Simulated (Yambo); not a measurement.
G0W0@LDA for LiBr (wurtzite, space group P6_3mc, No. 186) in Yambo. Reference settings: 3×3×2 Γ-centred k mesh, bands 3 to 174 and a 8 Ry block in the screening, 174 bands in G with the Bruneval-Gonze terminator, plasmon pole fitted at 27.2 eV. The LDA gap Γ → Γ on this mesh is 4.82 eV; G0W0 gaps are taken between the same points.

Gap (Γ → Γ) in eV against the number of bands and the screening block, terminator on:

```json
[
 {"bands (W and G)": "33", "2 Ry": "7.253", "3 Ry": "7.284", "5 Ry": "7.358", "6 Ry": "7.368", "8 Ry": "7.392"},
 {"bands (W and G)": "58", "2 Ry": "7.117", "3 Ry": "7.183", "5 Ry": "7.317", "6 Ry": "7.336", "8 Ry": "7.381"},
 {"bands (W and G)": "92", "2 Ry": "7.082", "3 Ry": "7.162", "5 Ry": "7.339", "6 Ry": "7.366", "8 Ry": "7.428"},
 {"bands (W and G)": "132", "2 Ry": "7.074", "3 Ry": "7.157", "5 Ry": "7.354", "6 Ry": "7.387", "8 Ry": "7.463"},
 {"bands (W and G)": "174", "2 Ry": "7.073", "3 Ry": "7.156", "5 Ry": "7.361", "6 Ry": "7.399", "8 Ry": "7.486"}
]
```

Rough cost of the Yambo step against the reference (shared machines):

```json
[
 {"bands (W and G)": "33", "2 Ry": "1/4", "3 Ry": "1/5", "5 Ry": "1/4", "6 Ry": "1/3", "8 Ry": "1/4"},
 {"bands (W and G)": "58", "2 Ry": "1/3", "3 Ry": "1/3", "5 Ry": "1/2", "6 Ry": "1/4", "8 Ry": "1/3"},
 {"bands (W and G)": "92", "2 Ry": "1/4", "3 Ry": "1/3", "5 Ry": "1/3", "6 Ry": "1/2", "8 Ry": "~1"},
 {"bands (W and G)": "132", "2 Ry": "1/2", "3 Ry": "1/2", "5 Ry": "1/2", "6 Ry": "~1", "8 Ry": "~1"},
 {"bands (W and G)": "174", "2 Ry": "~1", "3 Ry": "~1", "5 Ry": "~1", "6 Ry": "~1", "8 Ry": "1"}
]
```

At the largest block the last step in bands moves the gap by 0.023 eV; at the most bands the last step in the block moves it by 0.087 eV.

Spin-orbit splittings are left out.

Geometry relaxed with LDA; primitive cell a = 4.0456 Å, b = 4.0456 Å, c = 6.4821 Å, α = 90.00°, β = 90.00°, γ = 120.00°.

This is not the ordinary phase of the substance; no match was found in the copy of COD used, and its stability was not checked.
